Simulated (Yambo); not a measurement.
Yambo run on AgBr (rock salt, space group Fm-3m, No. 225). The wavefunctions come from this Quantum ESPRESSO step (LDA, PseudoDojo standard norm-conserving files, scalar-relativistic):

```
&CONTROL
  calculation = 'nscf'
  pseudo_dir = './pseudo'
  outdir = './out'
/
&SYSTEM
  ibrav = 0
  nat = 2
  ntyp = 2
  ecutwfc = 86.0
  ecutrho = 344.0
  occupations = 'fixed'
  force_symmorphic = .true.
  nbnd = 115
/
&ELECTRONS
  conv_thr = 2e-09
  diago_full_acc = .true.
  diago_thr_init = 1e-08
/
ATOMIC_SPECIES
Br 79.9040 Br.upf
Ag 107.8682 Ag.upf
CELL_PARAMETERS angstrom
  0.000000000000   2.792280189000   2.792280189000
  2.792280189000   0.000000000000   2.792280189000
  2.792280189000   2.792280189000   0.000000000000
ATOMIC_POSITIONS crystal
Br   0.500000000000   0.500000000000   0.500000000000
Ag   0.000000000000   0.000000000000   0.000000000000
K_POINTS automatic
4 4 4 0 0 0
```

Yambo input:

```
rim_cut
gw0
dyson
el_el_corr
HF_and_locXC
ppa
em1d
RandQpts= 1000000
RandGvec= 1 Ry
EXXRLvcs= 86 Ry
VXCRLvcs= 344 Ry
Chimod= "HARTREE"
% BndsRnXp
 5 | 114 |
%
NGsBlkXp= 10 Ry
% LongDrXp
 1.0 | 1.0 | 1.0 |
%
PPAPntXp= 27.2114 eV
% GbndRnge
 1 | 114 |
%
GTermKind= "BG"
DysSolver= "n"
ExtendOut
% QPkrange
 1 | 1 | 13 | 14 |
 3 | 3 | 13 | 14 |
 7 | 7 | 13 | 14 |
 8 | 8 | 13 | 14 |
%
```

k points by index: 1 = Γ, 3 = L, 7 = X, 8 = W.

The o-*.qp file then holds:

```
#    K-point    Band    Eo [eV]    E [eV]    E-Eo [eV]    Vxc [eV]    Vnlxc [eV]    Sc|Eo [eV]    Sc|E [eV]    dSc/dw|Eo [eV]    Re(Z)    Im(Z)
#
    1    13    -2.240234    -3.141174    -0.900940    -13.30377    -16.75906    2.327559    2.554352    -6.851023    0.798852    0.003664
    1    14    0.380067    0.932863    0.552796    -11.49196    -7.036669    -3.786059    -3.902494    -5.730613    0.826038    -0.001055
    3    13    0.000000    -0.872395    -0.872395    -19.82253    -24.05645    3.145541    3.361530    -6.736249    0.801568    -0.001164
    3    14    3.261529    3.677505    0.415976    -9.672536    -5.216953    -3.955652    -4.039606    -5.490564    0.832101    -0.001146
    7    13    -2.570985    -3.636318    -1.065332    -24.32956    -31.13886    5.434819    5.743968    -7.895655    0.775097    -0.898446E-3
    7    14    1.159361    1.841436    0.682075    -12.02463    -7.251368    -3.946195    -4.091187    -5.783701    0.824709    -0.001061
    8    13    -1.860861    -2.671940    -0.811078    -19.89501    -24.49553    3.580267    3.789437    -7.010575    0.795092    -0.006411
    8    14    3.729490    4.319954    0.590463    -14.00171    -9.372648    -3.905230    -4.038594    -6.145108    0.815773    -0.001131
```
(The two width columns are left out.) Convergence of these settings isn't established.

Spin-orbit coupling is not included.

Geometry relaxed with LDA.
